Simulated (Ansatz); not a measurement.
K$_{2}$Pt:
Space group Fm-3m (No. 225); a = b = c = 7.5477 Å, α = β = γ = 90.00°

```json
[
 {"atom": "K", "site": "8c", "symmetry": "-43m", "x": "0.2500", "y": "0.2500", "z": "0.2500"},
 {"atom": "Pt", "site": "4a", "symmetry": "m-3m", "x": "0.0000", "y": "0.0000", "z": "0.0000"}
]
```
(The calculation used a cell of 3 atoms; values per cell refer to that cell.)

Relaxed with r²SCAN. Independent-particle spectrum: no excitons, no local fields, no scissors shift; 0.1 eV broadening; ε₁ of the summed bands alone.

Task: Tabulate the dielectric function from DFT-r²SCAN in the program Ansatz with PAW potentials.

Result: 

```csv
E (eV),ε₁ xx,ε₂ xx
0.0,5.96,0.00
0.4,6.05,0.00
0.8,6.35,0.00
1.2,7.01,0.00
1.6,9.02,0.26
2.0,10.62,4.18
2.4,5.19,7.30
2.8,7.43,7.42
3.2,-1.29,9.81
3.6,0.67,3.29
4.0,2.24,4.96
4.4,-0.33,5.33
4.8,-0.49,1.79
5.2,0.95,2.73
5.6,-1.02,3.28
6.0,-0.50,1.47
6.4,0.67,1.63
6.8,0.24,0.94
7.2,1.57,1.25
7.6,0.39,1.66
8.0,0.55,1.94
8.4,-0.16,1.47
8.8,-0.08,0.89
9.2,0.03,0.63
9.6,0.42,0.40
10.0,0.45,0.46
10.4,0.64,0.16
10.8,0.92,0.16
11.2,1.12,0.33
11.6,0.84,0.43
12.0,1.04,0.17
```

Task: From ε at 3.1 eV (xx: 1.35 + 11.79i), find n, k, the normal reflectivity and the absorption coefficient.

Result: n = 2.57, k = 2.292, R = 43 %, α = 2kE/ħc = 720000 cm⁻¹.

With all bands, ε∞ without local fields is 6.09.

The first step of the workflow began from a Materials Project structure, measured or hypothetical; the Crystallography Open Database copy checked does not list it. Its standing as an ambient phase is unchecked. The r²SCAN relaxation kept the symmetry of its start; its stability against distortions is not shown here. The run is not spin-polarised. Spin–orbit coupling is left out wherever it is not named.

Potentials: the later of the program's two PAW sets.
